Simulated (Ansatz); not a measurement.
MgB2 (MoSi2 or CaC2 type, I4/mmm), DFT-r²SCAN in the program Ansatz with PAW potentials, all energies at zero smearing, with the estimated change up to a 700 eV cutoff added, with one set of potentials and settings (totals compare only within such a set). Cell of 3 atoms (1 Mg, 2 B): -2236.595 eV.

| element | reference phase | E (eV/atom) |
|---|---|---|
| Mg | P6_3/mmc, 2 atoms in the cell | -1926.4086 |
| B | R-3m, 12 atoms in the cell | -156.5544 |

Formation energy per atom, worked out: (-2236.595 − 1×(-1926.4086) − 2×(-156.5544))/3 = 0.974 eV/atom (94 kJ per mol of atoms), at 0 K, without zero-point energy or fitted corrections.

The cell is a constructed one: a structure type filled with these elements; neither database checked (COD, Materials Project) lists it. It is not the phase usual at ambient conditions (space group No. 191). The r²SCAN relaxation kept the symmetry of its start; whether a distortion lowers the energy is not shown. The references are the lowest solids computed at this level, not always the standard phases.

Potentials: the later of the program's two PAW sets.
